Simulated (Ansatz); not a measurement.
Conduction electrons in MnSe (F-43m)

```xyz
2
Lattice="0.0000 2.9006 2.9006 2.9006 0.0000 2.9006 2.9006 2.9006 0.0000" Properties=species:S:1:pos:R:3 pbc="T T T"
Mn    0.0000    0.0000    0.0000
Se    4.3508    4.3508    4.3508
```

Starting moments along z (μB): Mn1 +4.2, Se2 +0.

Unless marked otherwise, the numbers come from PBEsol, all-electron LAPW in Ansatz 0.2.0, scalar-relativistic, spin-polarised. k mesh 12×12×12, fine mesh 16×16×16, Fermi-Dirac smearing of 0.080 eV, basis error target 1 meV/atom. The cell was relaxed by PAW under this functional.

Levels and slopes are solved on a 16×16×16 mesh, and each state is taken as quadratic over its cell.

The cell carries a moment of 4.84 μB.

(1) What is the density of states at the Fermi level, and which bare Sommerfeld coefficient follows?

(2) What Drude plasma energy and σ/τ do the band velocities give?

(3) Which bands cross the Fermi level, and what do they carry?

(4) On PAW files the program sums the optical response inside the mesh cells, interband lines and its own Drude term. Where does ε₁ rise through zero (a sharp plasmon if ε₂ is small there), and how much light is reflected?

(5) What does PAW give for the same cell?

Answers

(1) N(E_F) = 0.824 states/eV/atom (both spins), so γ = (π²/3) k_B² N(E_F) = 1.94 mJ/(mol-atom K²) without electron-phonon or spin-fluctuation enhancement.

(2) (ħω_p,α)² = (e²/ε₀VN_k) Σ_nkσ (∂E/∂k_α)² δ(E − E_F) gives ħω_p = (1.78, 1.78, 1.78) eV along x, y, z, and σ/τ = ε₀ω_p² = 0.647×10²⁰ Ω⁻¹m⁻¹s⁻¹ along x. Weighted by the density of states, the mean Fermi speed is 0.143×10⁶ m/s; the surface has an area of 3.95 Å⁻² (mean of the two spins).

(3) 

```csv
band,spin,filled part,N (states/eV/cell),speed (10⁶ m/s),5th to 95th percentile,area (Å⁻²),filling
1,up,1.00,0.00675,0.672,0.59 to 0.77,0.152,nearly full
2,up,0.98,0.0717,0.438,0.30 to 0.55,1.05,nearly full
3,up,0.95,0.191,0.378,0.26 to 0.53,2.42,nearly full
1,down,0.07,1.38,0.0929,0.04 to 0.14,4.28,nearly empty
```

(4) 

```json
{
  "Fine mesh": "16, 16, 16",
  "Window top": "30 eV",
  "Line width": "0.1 eV",
  "Drude damping": "0.2 eV",
  "ε₁ rises through zero at x": "0.94, 5.32, 14.41 eV",
  "ε₂ there x": "3.48, 6.19, 0.69",
  "Plasma energy (x, y, z)": "1.943, 1.943, 1.943 eV",
  "Reflectivity at 1 eV, x-polarised": "0.167",
  "Reflectivity at 2 eV, x-polarised": "0.1834",
  "Reflectivity at 3 eV, x-polarised": "0.2793"
}
```

The plasma energy here is the program's own sum at the run's smearing; it differs from the value above by up to 9 %, through mesh and smearing.

(5) N(E_F) = 0.824 states/eV/atom and ħω_p,x = 1.78 eV.

Known limits: a lower magnetic state may exist; these sums move with the mesh, by several per cent and more for small sheets; frozen-core PAW files fitted under PBE, their cores solved anew for the functional of the run.
